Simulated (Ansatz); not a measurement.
Given:

Zr5Ge3:
```yaml
crystal:
  lattice:
    - [8.08457, 0.00000, 0.00000]
    - [-4.04228, 7.00144, 0.00000]
    - [0.00000, 0.00000, 5.61498]
  atoms:
    - { symbol: Zr, position: [0.00000, 0.74601, 0.75000] }
    - { symbol: Zr, position: [0.00000, 0.25399, 0.25000] }
    - { symbol: Zr, position: [0.25399, 0.00000, 0.25000] }
    - { symbol: Zr, position: [0.74601, 0.00000, 0.75000] }
    - { symbol: Zr, position: [0.25399, 0.25399, 0.75000] }
    - { symbol: Zr, position: [0.74601, 0.74601, 0.25000] }
    - { symbol: Zr, position: [0.33333, 0.66667, 0.50000] }
    - { symbol: Zr, position: [0.66667, 0.33333, 0.50000] }
    - { symbol: Zr, position: [0.66667, 0.33333, 0.00000] }
    - { symbol: Zr, position: [0.33333, 0.66667, 0.00000] }
    - { symbol: Ge, position: [0.38748, 0.00000, 0.75000] }
    - { symbol: Ge, position: [0.61252, 0.00000, 0.25000] }
    - { symbol: Ge, position: [0.38748, 0.38748, 0.25000] }
    - { symbol: Ge, position: [0.61252, 0.61252, 0.75000] }
    - { symbol: Ge, position: [0.00000, 0.38748, 0.75000] }
    - { symbol: Ge, position: [0.00000, 0.61252, 0.25000] }
```

This is the r²SCAN-relaxed structure.

All from r²SCAN in the plane-wave PAW code Ansatz, unless another level is named. Give the electronic character.

metallic (no gap).

Next, the density of states at the Fermi level?

0.40 states/eV per atom (mean over ±0.08 eV).

Give the formation energy from the elements (no fitted shifts).

-0.88 eV/atom.

Next, the gap with spin–orbit coupling?

none (metallic).

Space group P6_3/mcm. The first step of the workflow began from a Materials Project structure, measured or hypothetical; the Crystallography Open Database copy checked does not list it. Its standing as an ambient phase is unchecked. Symmetry was held in the r²SCAN relaxation; its stability against distortions is not shown here. No spin polarisation was allowed. The references are the lowest solids computed at this level, not always the standard phases. Scalar-relativistic: spin–orbit coupling is off unless named, which matters more the heavier the elements.

Potentials: the later of the program's two PAW sets.
